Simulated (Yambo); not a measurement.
# Convergence of the G0W0 gap of KCdF3

G0W0@PBEsol for KCdF3 (cubic perovskite, space group Pm-3m, No. 221) in Yambo. Reference settings: 2×2×2 Γ-centred k mesh, bands 9 to 260 and a 7 Ry block in the screening, 260 bands in G with the Bruneval-Gonze terminator, plasmon pole fitted at 27.2 eV. The PBEsol gap R → Γ on this mesh is 2.99 eV; G0W0 gaps are taken between the same points.

```
change from the reference       G0W0 gap R → Γ (eV)  shift of the valence edge (eV)        rough Yambo cost
------------------------------  -------------------  ------------------------------  ----------------------
reference settings                             6.21                           -1.86                       1
112 bands in W, 112 bands in G                 6.84                           -1.94               about 1/2
174 bands in W, 174 bands in G                 6.39                           -1.86  within a factor of two
112 bands in G                                 6.29                           -1.89                       –
174 bands in G                                 6.24                           -1.88                       –
132 bands in W                                 6.59                           -1.88  within a factor of two
2 Ry block                                     7.00                           -2.62  within a factor of two
3 Ry block                                     6.35                           -2.06  within a factor of two
6 Ry block                                     6.22                           -1.88  within a factor of two
pole fitted at 40 eV                           6.21                           -1.89                       –
no random integration                          6.05                           -1.55                       –
112 bands in G, no terminator                  5.99                           -1.23                       –
174 bands in G, no terminator                  5.98                           -1.43                       –
no terminator                                  6.02                           -1.57                       –
```

The reference isn't shown to be the converged limit. Costs are rough (shared machines), scaled to the same edge states, and given only for runs that recompute the screening.

The cell is held in this high symmetry; tilts and polar distortions were not searched.

Spin-orbit coupling is included.

Geometry of the Materials Project entry, not relaxed at this level; primitive cell a = b = c = 4.382 Å, α = β = γ = 90.00°.

The structure is a Materials Project entry; no match was found in the copy of COD used, and its stability was not checked.

A shift is the quasiparticle energy of the state minus its PBEsol energy.
